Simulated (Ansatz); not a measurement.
Relaxed TiC (rock salt):

```xyz
4
Lattice="0.0000 4.3330 4.3330 2.1665 0.0000 2.1665 2.1665 2.1665 0.0000" Properties=species:S:1:pos:R:3 pbc="T T T"
C      0.0000     0.0000     0.0000
C      0.0000     2.1665     2.1665
Ti     2.1665     2.1665     2.1665
Ti     2.1665     4.3330     4.3330
```

All values below come from PBE (plane waves to 420 eV, PAW, scalar-relativistic; Ansatz, an electronic-structure program). k mesh 15×15×15 (Γ-centred), Fermi-Dirac smearing 0.05 eV. With partly filled bands, energies and forces of such displacements shift with the k mesh and the smearing. TiC is run without spin polarisation. TiC was relaxed with its symmetry unable to fall.

One atom of the cell was then moved (with its periodic images), all else fixed, and the forces (eV/Å) came out as:

```csv
atom,Fx,Fy,Fz
C1,-0.211,-0.263,-0.263
C2,-0.245,-0.198,-0.198
Ti3,0.314,0.715,0.715
Ti4,0.142,-0.254,-0.254
```

### Question
Which atom was moved, and by which vector (Å)?

### Answer
Ti3, by (-0.05, -0.05, -0.05), 0.09 Å in all.

(A displaced cell: forces are minus the slopes of the energy, force constants its curvatures, and phonons follow from these.)
